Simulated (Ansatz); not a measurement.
## Trial structures of AlAs₅: starts and ends

The calculation used DFT PBE, scalar-relativistic, plane waves, PAW (Ansatz 0.2.0). Settings: cutoff 420 eV, Γ-centred meshes spaced at most about 0.3 Å⁻¹, and about 0.25 Å⁻¹ or finer for metals (2π included), Gaussian smearing. No spin polarisation in the final relaxations.

Each guess was relaxed in cell and atoms at zero pressure, within the symmetry of its start. These are static total energies at zero pressure. Coordination counts As atoms around Al (those within 1.25 times the shortest such distance or 1.15 times the sum of covalent radii; a plus sign parts nearer from farther groups; the shortest distance is added where it is long for a bond).

```tsv
guess	made from	start group	V start (Å³/atom)	end group	V end (Å³/atom)	coordination at the end	gap on mesh (eV)	E over the lowest end (meV/atom)
1	Mg5Sn type	P-62m	27.1	P-62m	19.6	Al 12 from 2.9 Å	0	79
2	random cell	P4/mmm	25.1	?	?	?	?	?
3	random cell	I4/mmm	24.5	I4/mmm	21.4	Al 8	0	0
4	RbAu5 type	P6/mmm	20.0	P6/mmm (CaCu5)	21.3	Al 6+12 from 3.1 Å	0	261
5	TmCu5 type	F-43m	21.2	F-43m	20.3	Al 16 from 3.3 Å	0	281
```

Guess 2 as it starts:

```cif
data_structure
_symmetry_space_group_name_H-M 'P 1'
_symmetry_Int_Tables_number 1
_cell_length_a 5.6527
_cell_length_b 5.6527
_cell_length_c 4.7055
_cell_angle_alpha 90.000
_cell_angle_beta 90.000
_cell_angle_gamma 90.000
_cell_volume 150.36
loop_
_atom_site_label
_atom_site_type_symbol
_atom_site_fract_x
_atom_site_fract_y
_atom_site_fract_z
_atom_site_occupancy
Al1 Al 0.50000 0.50000 0.50000 1
As1 As 0.26195 0.00000 0.50000 1
As2 As 0.73805 0.00000 0.50000 1
As3 As 0.00000 0.26195 0.50000 1
As4 As 0.00000 0.73805 0.50000 1
As5 As 0.00000 0.00000 0.00000 1
```

Task: Predict the end of this guess and its energy over the lowest end.

Result: It ends in space group P4/mmm (No. 123), with a = 6.462 Å, c = 3.843 Å, 26.7 Å³/atom and no gap. It lies 0.38 eV/atom over the lowest end, above guess 5 and so the highest of the set. Counting As atoms around Al, this end has Al 8 from 3.4 Å and the lowest (guess 3) has Al 8. This end holds As–As pairs (shortest 2.40 Å); in the lowest (guess 3) the shortest As–As distance is 2.81 Å, near bonding range too.

```cif
data_structure
_symmetry_space_group_name_H-M 'P4/mmm'
_symmetry_Int_Tables_number 123
_cell_length_a 6.4619
_cell_length_b 6.4619
_cell_length_c 3.8429
_cell_angle_alpha 90.000
_cell_angle_beta 90.000
_cell_angle_gamma 90.000
_cell_volume 160.47
loop_
_atom_site_label
_atom_site_type_symbol
_atom_site_symmetry_multiplicity
_atom_site_Wyckoff_symbol
_atom_site_fract_x
_atom_site_fract_y
_atom_site_fract_z
_atom_site_occupancy
Al1 Al 1 d 0.50000 0.50000 0.50000 1
As1 As 4 m 0.31429 0.00000 0.50000 1
As2 As 1 a 0.00000 0.00000 0.00000 1
```

The zero of energy is the elements' standard structures at the same level; no fitted shifts are applied.

Task: Is the lowest end bound against the elements?

Result: No: its formation energy is +0.25 eV/atom. It can't be a ground state, since the elements alone are lower.

The reference form of As is held partly by dispersion forces, which this level lacks. Cells relaxed within their symmetry can be saddle points. A lower structure may well exist outside this small set. Some structure types and database cells were kept out of the candidates from the start, so a known form may be missing.
